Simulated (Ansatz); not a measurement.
GaN:
Space group P6₃/mmc (No. 194); a = 3.1748 Å, b = 3.1748 Å, c = 7.5231 Å, α = 90.00°, β = 90.00°, γ = 120.00°

```json
[
 {"atom": "Ga", "site": "2d", "symmetry": "-6m2", "x": "0.6667", "y": "0.3333", "z": "0.2500"},
 {"atom": "N", "site": "2b", "symmetry": "-6m2", "x": "0.0000", "y": "0.0000", "z": "0.2500"}
]
```

Relaxed at zero pressure with r²SCAN+D4 in the plane-wave PAW code Ansatz.

Task: The volume is raised by 3 % and shape and atoms relax at that volume. What pressure results, and how do the axes share the change?

Result: -0.5 GPa; a 0.1 %, b 0.1 %, c 2.8 %; the energy rises by 1 meV/atom.

Task: Give the new structure.

Result: 
Space group P6₃/mmc (No. 194); a = b = 3.178 Å, c = 7.734 Å, α = β = 90.00°, γ = 120.00°

```json
[
 {"atom": "Ga", "site": "2d", "symmetry": "-6m2", "x": "0.6667", "y": "0.3333", "z": "0.2500"},
 {"atom": "N", "site": "2b", "symmetry": "-6m2", "x": "0.0000", "y": "0.0000", "z": "0.2500"}
]
```

The phase is kept; no other phase was compared at this pressure.

Space group P6_3/mmc. The workflow started from a Materials Project entry (that database holds measured and hypothetical structures alike); the Crystallography Open Database copy checked does not list it. It is not the phase usual at ambient conditions (space group No. 186, 216). The r²SCAN+D4 relaxation kept the symmetry of its start; phonons on a q-mesh show weakly imaginary modes.

Potentials: the earlier of the program's two PAW sets.
